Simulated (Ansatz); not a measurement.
Relaxed-ion elastic tensor of C in space group R-3m (No. 166; C on 6c, C on 6c, C on 6c) in GPa (Voigt order), plane-wave PAW r²SCAN (Ansatz code); density 3.53 g/cm³, 5.65 Å³ per atom.

```
 1230   93.2   24.4   15.1    0.0    0.0
 93.2   1230   24.4  -15.1    0.0    0.0
 24.4   24.4   1310    0.0    0.0    0.0
 15.1  -15.1    0.0    499    0.0    0.0
  0.0    0.0    0.0    0.0    499   15.1
  0.0    0.0    0.0    0.0   15.1    569
```

Task: Is the crystal mechanically stable?

Result: Yes: the smallest eigenvalue of C is 496 GPa.

Task: Work out the Voigt, Reuss and Hill averages.

Result: K_V = 451, K_R = 451, K_H = 451; G_V = 556, G_R = 550, G_H = 553 GPa.

Task: Give Young's modulus, Poisson's ratio, Pugh's ratio and the universal anisotropy index.

Result: E = 9KG/(3K + G) = 1180 GPa; ν = 0.06; K/G = 0.82 (brittle by the Pugh limit of 1.75); A_U = 5G_V/G_R + K_V/K_R − 6 = 0.05.

Task: Estimate the sound speeds and the Debye temperature.

Result: v_l = √((K + 4G/3)/ρ) = 18300 m/s, v_t = √(G/ρ) = 12500 m/s, mean 13600 m/s; Θ = (h/k)(3n/4πV)^(1/3) v_m = 2280 K.

Task: How much does each axis shrink under pressure?

Result: Linear compressibilities β_i = Σ_j S_ij (j = 1 to 3): x 0.74, y 0.74, z 0.73 per TPa.

The start of the workflow was typed in or built on a structure type; the Crystallography Open Database files this formula in space group No. 166, but the cells were not matched. It is not the phase usual at ambient conditions (space group No. 194, 227). The cell was relaxed with r²SCAN under the symmetry of its start; its stability against distortions is not shown here.

Potentials: the later of the program's two PAW sets.
